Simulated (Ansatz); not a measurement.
ScGa₃, one cell by several methods

```xyz
4
Lattice="4.0541 0.0000 0.0000 0.0000 4.0541 0.0000 0.0000 0.0000 4.0950" Properties=species:S:1:pos:R:3 pbc="T T T"
Sc    0.0000    0.0000    0.0000
Ga    0.0000    2.0270    2.0475
Ga    2.0270    0.0000    2.0475
Ga    2.0270    2.0270    0.0000
```

Atoms are numbered in the order listed.

Conventional cell: a = 4.054 Å, b = 4.054 Å, c = 4.095 Å, α = 90.00°, β = 90.00°, γ = 90.00°. Sc (atom 1) has 12 Ga at 2.87 to 2.88 Å as nearest neighbours. Around Ga (atom 2) lie 8 Ga at 2.87 to 2.88 Å and 4 Sc at 2.88 Å. Around Ga (atom 4) lie 4 Sc at 2.87 Å and 8 Ga at 2.88 Å.

The cell comes from COD entry 1523115, which wasn't checked; take it as a given geometry. The listed cell was then made from it by scaling, straining or moving an atom.

Methods: DFT, LDA, PAW with Ansatz's default frozen-core files, scalar-relativistic (Ansatz 0.2.0); DFT, LDA, all-electron PAW with datasets made for the crystal, scalar-relativistic (Ansatz 0.2.0); DFT, LDA, all-electron LAPW, scalar-relativistic (Ansatz 0.2.0).

For PAW: a Γ-centred 9×9×9 k mesh, Fermi–Dirac smearing of 0.05 eV, cutoff 420 eV, no spin polarisation; the PAW files were made with PBE, and the program remakes their frozen cores for this functional. The crystal-made all-electron datasets (AE datasets) take a cutoff of 240 eV at this cell. LAPW targets a basis error of 1 meV/atom. The Ansatz runs share mesh, smearing and spin set-up. Plane-wave (PAW) pressures include the program's estimate of the Pulay term.

Stress and pressure are positive in compression.

The change that made this cell: equal xx and yy strain of -1 %.

In a metal, gradients converge slowly with the k mesh: the values move by tens of per cent from one mesh to another, at times in sign, so only the comparison on one mesh counts.

```json
{"quantity": "pressure (GPa)", "PAW": "-4.07", "AE datasets": "-4.04", "LAPW": "-4.04"}
{"quantity": "stress xx (GPa)", "PAW": "-3.67", "AE datasets": "-3.64", "LAPW": "-3.64"}
{"quantity": "stress zz (GPa)", "PAW": "-4.86", "AE datasets": "-4.83", "LAPW": "-4.83"}
{"quantity": "largest principal field gradient Vzz at Ga2 (10²¹ V/m²)", "PAW": "6.51", "AE datasets": "6.52", "LAPW": "–"}
{"quantity": "largest principal field gradient Vzz at Ga4 (10²¹ V/m²)", "PAW": "6.79", "AE datasets": "6.80", "LAPW": "–"}
```

PAW's pressure differs from the LAPW value by -0.03 GPa.
